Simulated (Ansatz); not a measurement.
# Rutile alloy of SnO2 and TiO2 (5 of 24 Sn sites exchanged), 72 atoms

Ansatz, PAW, plane waves. PBEsol relaxation of cell lengths and atoms (angles held) at the single k point (½, ½, ½); single points on the relaxed atoms at the Γ point alone, onto which points of the small cell's zone fold. Arrangement: random. No spin–orbit coupling unless named.

Relaxed structure:

```
CELL_PARAMETERS angstrom
9.48460 0.00000 0.00000
0.00000 9.48546 0.00000
0.00000 0.00000 9.45597
ATOMIC_POSITIONS crystal
Sn 0.99920 0.00097 0.99737
Sn 0.00182 0.99838 0.33638
Sn 0.00106 0.50085 0.00041
Sn 0.00106 0.50060 0.33268
Sn 0.99957 0.49944 0.66737
Sn 0.50048 0.00021 0.00267
Sn 0.50101 0.00098 0.66499
Sn 0.49901 0.50109 0.33096
Sn 0.50048 0.49949 0.67029
Sn 0.25361 0.25089 0.16610
Sn 0.24911 0.24590 0.50075
Sn 0.25065 0.24959 0.83360
Sn 0.24971 0.75395 0.49692
Sn 0.24895 0.75070 0.83608
Sn 0.74739 0.24954 0.16438
Sn 0.74902 0.24753 0.50287
Sn 0.74656 0.74897 0.16612
Sn 0.75096 0.75365 0.50074
Sn 0.74934 0.75066 0.83363
Ti 0.99375 0.00626 0.67310
Ti 0.50118 0.00070 0.33217
Ti 0.49396 0.50609 0.00521
Ti 0.24890 0.75757 0.16791
Ti 0.74200 0.26063 0.83490
O 0.15430 0.15147 0.00078
O 0.15191 0.15299 0.33199
O 0.14831 0.15001 0.66777
O 0.15370 0.65814 0.01016
O 0.15650 0.65532 0.32288
O 0.15682 0.65007 0.66646
O 0.65668 0.15151 0.99086
O 0.64867 0.14855 0.33385
O 0.65098 0.15695 0.67621
O 0.64704 0.65010 0.99960
O 0.65262 0.65192 0.33432
O 0.65315 0.65248 0.66648
O 0.35215 0.35093 0.99965
O 0.34474 0.35075 0.33436
O 0.35006 0.34429 0.66631
O 0.34426 0.84805 0.00934
O 0.34954 0.84868 0.32233
O 0.35128 0.84510 0.66719
O 0.84736 0.34215 0.98982
O 0.84584 0.34573 0.33383
O 0.84152 0.34776 0.67704
O 0.84602 0.84842 0.00094
O 0.85047 0.84474 0.33206
O 0.84767 0.85398 0.66757
O 0.09584 0.39993 0.16595
O 0.09563 0.40060 0.50034
O 0.10120 0.40567 0.83415
O 0.10214 0.90080 0.16641
O 0.09606 0.90561 0.50846
O 0.09480 0.90446 0.82584
O 0.59436 0.40429 0.15771
O 0.59647 0.40186 0.50048
O 0.59923 0.40189 0.84230
O 0.59661 0.90646 0.17564
O 0.59518 0.90617 0.49051
O 0.59383 0.89981 0.83422
O 0.40892 0.09873 0.17559
O 0.40377 0.09243 0.49048
O 0.39998 0.09407 0.83432
O 0.40285 0.59930 0.15678
O 0.40302 0.59900 0.50003
O 0.40459 0.59456 0.84350
O 0.90194 0.09613 0.16716
O 0.90405 0.09484 0.50957
O 0.90283 0.09832 0.82325
O 0.89762 0.59308 0.16605
O 0.90412 0.59878 0.50023
O 0.90545 0.60107 0.83419
```

Q: What are the mean bond lengths by pair (pairs within 1.2 times the sum of covalent radii, less contacts 15 % beyond the pair's median; cation–cation pairs of compounds aside; long ionic contacts are cut short by that bound)?

A: O–Sn 2.065 ± 0.015 Å (standard deviation, 114 bonds); O–Ti 1.981 ± 0.060 Å (standard deviation, 30 bonds).

Q: What gap lies between the top filled and the lowest empty level in the single points?

A: HSE06 3.57 eV (5.3 min on 7 threads of Neoverse-V2).
